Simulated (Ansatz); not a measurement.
Input:

Starting cell, TiO2 (rutile):

```
CELL_PARAMETERS angstrom
      4.59673     0.00000     0.00000
      0.00000     4.59673     0.00000
      0.00000     0.00000     2.95369
ATOMIC_POSITIONS crystal
  Ti 0.00000 0.00000 0.00000
  Ti 0.50000 0.50000 0.50000
  O  0.30461 0.30461 0.00000
  O  0.80461 0.19539 0.50000
  O  0.19539 0.80461 0.50000
  O  0.69539 0.69539 0.00000
```

In each cell atom 2 (Ti, nearest neighbour O at 1.948 Å; its periodic images, 3.0 Å or more away, move with it) moves by s·(1.000, 0.000, 0.000) (along Cartesian x), the rest being held.

The numbers are results of r2SCAN (plane waves to 500 eV, PAW, scalar-relativistic; Ansatz, a quantum-chemistry and plane-wave program), not measurements. k mesh 6×6×9 (Γ-centred), Fermi-Dirac smearing 0.05 eV. The energy includes the smearing's −TS. TiO2 is run without spin polarisation. TiO2 was relaxed with its symmetry unable to fall. ΔE is measured from the undisplaced structure.

The scan covers s from -0.190 to 0.190 Å in 11 points.

Q: Is this a single well or a double well?

A: A single well with its minimum at or next to zero displacement.

Q: Is the energy the same for equal positive and negative displacements?

A: Even: the same for both signs. With its periodic images moving along, the atom's site symmetry in this cell is mmm.

Q: What is the force constant k = d²E/ds² of this move at s = 0?

A: 16.6 eV/Å².

(A displaced cell: forces are minus the slopes of the energy, force constants its curvatures, and phonons follow from these.)
